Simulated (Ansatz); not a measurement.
BaTiO3 (cubic perovskite)

```yaml
crystal:
  lattice:
    - [3.99403, 0.00000, 0.00000]
    - [0.00000, 3.99403, 0.00000]
    - [0.00000, 0.00000, 3.99403]
  atoms:
    - { symbol: Ba, position: [0.00000, 0.00000, 0.00000] }
    - { symbol: Ti, position: [0.50000, 0.50000, 0.50000] }
    - { symbol: O, position: [0.00000, 0.50000, 0.50000] }
    - { symbol: O, position: [0.50000, 0.50000, 0.00000] }
    - { symbol: O, position: [0.50000, 0.00000, 0.50000] }
```

Scan: atom 5 (O, nearest neighbour Ti at 1.997 Å; its periodic images, 4.0 Å or more away, move with it) is displaced towards the nearest neighbour, direction (0.000, -1.000, 0.000) in Cartesian axes, by s. The other atoms stay.

Method: r2SCAN (plane waves to 500 eV, PAW, scalar-relativistic; Ansatz, an electronic-structure program). k mesh 7×7×7 (Γ-centred), Fermi-Dirac smearing 0.05 eV. The energy includes the smearing's −TS. BaTiO3 is run without spin polarisation. BaTiO3 was relaxed with its symmetry unable to fall. This is a high-temperature form of BaTiO3. ΔE is measured from the undisplaced structure.

| s (Å) | ΔE (meV/cell) |
|---|---|
| -0.200 | 134.8 |
| -0.160 | 78.2 |
| -0.120 | 40.4 |
| -0.080 | withheld |
| -0.040 | 4.0 |
| 0.000 | 0.0 |
| 0.040 | 4.0 |
| 0.080 | withheld |
| 0.120 | 40.4 |
| 0.160 | 78.2 |
| 0.200 | 134.8 |

**Question.** Fit an even polynomial form (powers 2, 4) to the given rows and predict ΔE at s = 0.080.

**Answer.** Least squares on the 9 given rows: ΔE = (2490)·s² + (21990)·s⁴, in meV/cell with s in Å; root-mean-square residual 0.03 meV/cell. At 0.080 the fit gives 16.8 meV/cell; the calculation gives 16.8 meV/cell, the same to the digits shown. The quadratic term alone would give 15.9 meV/cell.

(For displaced atoms, the force is minus the slope of the energy, and its curvature is a force constant, which sets phonon frequencies.)
